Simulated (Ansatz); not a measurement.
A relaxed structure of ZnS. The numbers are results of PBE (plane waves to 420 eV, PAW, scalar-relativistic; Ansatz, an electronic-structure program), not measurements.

```xyz
4
Lattice="3.8450 0.0000 0.0000 -1.9225 3.3299 0.0000 0.0000 0.0000 6.3054" Properties=species:S:1:pos:R:3 pbc="T T T"
Zn     1.9225     1.1100     6.3044
Zn     0.0000     2.2199     3.1517
S      1.9225     1.1100     3.9432
S      0.0000     2.2199     0.7904
```

### Question
Find the space group and the Wyckoff positions (tolerance 0.01 Å).

### Answer
Space group P6₃mc (No. 186); a = 3.8450 Å, b = 3.8450 Å, c = 6.3054 Å, α = 90.00°, β = 90.00°, γ = 120.00°

```tsv
atom	site	symmetry	x	y	z
Zn	2b	3m.	0.3333	0.6667	0.4998
S	2b	3m.	0.3333	0.6667	0.1254
```

This is the wurtzite type.

### Question
Give the shortest distances between elements (the closest pairs, up to four, under 3.6 Å).

### Answer
S–Zn 2.36 Å.

The volume per atom is 20.18 Å³ and the band gap is 2.07 eV, direct at Γ (no spin-orbit coupling).

No spin polarisation in the result.

The run could not lose the symmetry of its start; a randomly shaken copy of 4 atoms returns to this structure.
